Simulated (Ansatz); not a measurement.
This run works on a generated trial structure, not on a known crystal.

Input and command of a plane-wave DFT calculation in Ansatz:

```yaml
crystal:
  lattice:
    - [5.40781188, -0.0125865216, -0.0445393904]
    - [-2.6902245378, 4.6719679107, 0.0158130272]
    - [-0.1758271191, -2.6775053957, 5.5154718753]
  atoms:
    - { symbol: Li, position: [0.5, 0.5, 0.5] }
    - { symbol: Li, position: [0.5, 0.0, 0.5] }
    - { symbol: Li, position: [0.0, 0.0, 0.5] }
    - { symbol: Hf, position: [0.8425357356, 0.6624907133, 0.9854250144] }
    - { symbol: Hf, position: [0.1574642644, 0.3375092867, 0.0145749856] }
    - { symbol: Hf, position: [0.5, 0.0, 0.0] }
    - { symbol: Pb, position: [0.0, 0.5, 0.5] }
basis:
  ecutwfc: 500
kpoints:
  mp_grid: { grid: [8, 8, 6] }
hamiltonian:
  xc: r2scan
scf:
  occupations: { method: gaussian, width: 0.1 }
output:
  forces: true
  stress: true
  eigenvalues: true
```

```bash
ansatz run input.yaml --threads 1 --pin off --max-ram 2560MiB --backend cpu --events-out ev --progress --plain --runs-dir out
```

Processor: Intel(R) Xeon(R) 6975P-C (Granite Rapids), 1 thread, on a host shared with other jobs.

Task: How long does it run, and how much memory does it take?

Result: About 94 s, peak memory 1.7 GiB. It solves 61 bands at 196 k points (after reduction by symmetry) with about 3521 plane waves, in 10 SCF iterations.
